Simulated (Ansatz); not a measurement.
Bi2Te3 (Bi2Te3 type, space group R-3m)

```xyz
5
Lattice="2.1973 1.2686 10.4614 -2.1973 1.2686 10.4614 0.0000 -2.5372 10.4614" Properties=species:S:1:pos:R:3 pbc="T T T"
Bi     0.0000     0.0000    12.5016
Bi     0.0000     0.0000    18.8827
Te     0.0000     0.0000     0.0000
Te     0.0000     0.0000     6.7088
Te     0.0000     0.0000    24.6755
```

Scan: atom 5 (Te, nearest neighbour Bi at 3.061 Å; its periodic images, 4.4 Å or more away, move with it) is displaced along Cartesian z, direction (0.000, 0.000, 1.000) in Cartesian axes, by s. The other atoms stay.

The numbers are results of r2SCAN+rVV10 (plane waves to 500 eV, PAW, scalar-relativistic; Ansatz, a program for electronic structure), not measurements. k mesh 7×7×7 (Γ-centred), Fermi-Dirac smearing 0.05 eV. F∥ is the force on the atom along that direction. Bi2Te3 was relaxed with its symmetry unable to fall. Spin-orbit coupling is left out, though Bi and Te are heavy. 

| s (Å) | F∥ (eV/Å) |
|---|---|
| -0.610 | 3.482 |
| -0.488 | 2.903 |
| -0.366 | 2.233 |
| -0.244 | 1.502 |
| -0.122 | 0.748 |
| 0.000 | 0.009 |
| 0.122 | -0.671 |
| 0.244 | -1.252 |
| 0.366 | -1.699 |
| 0.488 | -1.991 |
| 0.610 | -2.117 |

Question: What is the force constant k = d²E/ds² of this move at s = 0?

Answer: 5.87 eV/Å². The forces along the line at the two nearest points give (0.748 − (-0.671)) / (2·0.122) = 5.82 eV/Å²; the next pair corrects for the finite step.

(For displaced atoms, the force is minus the slope of the energy, and its curvature is a force constant, which sets phonon frequencies.)
